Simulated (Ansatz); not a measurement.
## Band structure of Pt

```xyz
1
Lattice="0.0000 1.9579 1.9579 1.9579 0.0000 1.9579 1.9579 1.9579 0.0000" Properties=species:S:1:pos:R:3 pbc="T T T"
Pt    0.0000    0.0000    0.0000
```

The conventional cell has a = 3.916 Å, b = 3.916 Å, c = 3.916 Å, α = 90.00°, β = 90.00°, γ = 90.00°. Pt (atom 1) is surrounded by 12 Pt at 2.77 Å.

The cell comes from COD entry 9012957, which wasn't checked; take it as a given geometry. It is an old determination, and later ones may differ.

Method: DFT, PBE, all-electron LAPW, Dirac equation with spin-orbit coupling (Ansatz 0.2.0).

Sampling and basis: a Γ-centred 18×18×18 k mesh, Fermi–Dirac smearing of 0.03 eV, basis error target 0.5 meV/atom, no spin polarisation.

Points in fractions of the reciprocal vectors of this cell: Γ (0, 0, 0), X (0.5, 0, 0.5), U (0.625, 0.25, 0.625), K (0.375, 0.375, 0.75), L (0.5, 0.5, 0.5), W (0.5, 0.25, 0.75). The path joins them by straight lines in the order Γ–X–U–K–Γ–L–W–X; legs that retrace an earlier one aren't tabulated. Energies are in eV from the Fermi level.

List the levels at Γ between -5 and 5 eV.

-4.37 (×4), -3.39 (×2), -1.55 (×4).

List the levels at U between -5 and 5 eV.

-3.10 (×2), -1.43 (×2), -0.12 (×2).

List the levels at W between -5 and 5 eV.

-4.92 (×2), -4.67 (×2), -2.01 (×2), 0.47 (×2).

What is the band gap?

none: bands cross the Fermi level, a metal.
